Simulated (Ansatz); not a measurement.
## Levels of theory for Li₂ClF (ordering on rocksalt)

All numbers come from Ansatz. No spin polarisation and no zero-point or thermal motion; the cell was built from a prototype and may be hypothetical.

Structure: Li₂ClF, ordered on the rocksalt lattice (R-3m) with 4 atoms a cell, at its r2SCAN minimum. Space group R-3m (No. 166), trigonal; a = 3.288 Å, c = 15.791 Å in the conventional setting, 12.32 Å³ an atom. Around F lie 6 Li at 2.20 Å; around Cl lie 6 Li at 2.44 Å; around Li lie 3 F at 2.20 Å and 3 Cl at 2.44 Å.

Relaxed lattice by functional, symmetry kept:

| functional | k mesh | a (Å) | c (Å) | volume (Å³/atom) |
| --- | --- | --- | --- | --- |
| PBE | 10×10×10 | 3.318 | 16.038 | 12.74 |
| r2SCAN | 8×8×8 | 3.288 | 15.791 | 12.32 |

On this one geometry the levels give:
```
                                    level    k mesh  gap (eV)    kind     edges  least direct gap (eV)       rough cost
                                      PBE  10×10×10      4.86  direct         Γ                   4.86   9 core-seconds
                                   r2SCAN  10×10×10      5.57  direct         Γ                   5.57  17 core-seconds
                                    HSE06     6×6×6      6.31  direct         Γ                   6.31   4 core-minutes
                                     PBE0     6×6×6      7.04  direct         Γ                   7.04   5 core-minutes
G0W0@PBE (147 empty bands, 120 eV, 6×6×6)     6×6×6      7.59       –  Γ (mesh)                      –  10 core-minutes
```
PBE: smearing of 0.02 eV; the others have fixed occupations.
Wave cutoffs: 420 eV, 500 eV (r2SCAN).
The G0W0 gap is PBE's gap over the path plus the quasiparticle shift read on the mesh. G0W0 here is at a finite number of bands, screening cutoff and k mesh, not at the basis limit.
Costs come from shared machines and give only the order; PBE's includes the band path.

With HSE06 the gap is 6.31 eV and direct, at Γ.

r2SCAN covers 49 % of the step from PBE to HSE06, while HSE06 needs about 15 times r2SCAN's cost (on a coarser mesh). All these functionals give a gap of the same kind, direct.

r2SCAN (ground state on 8×8×8): ε∞: 2.56 along x and y, 2.43 along z. Born charges, averaged over directions: F -1.21, Cl -1.03, Li +1.12 e.
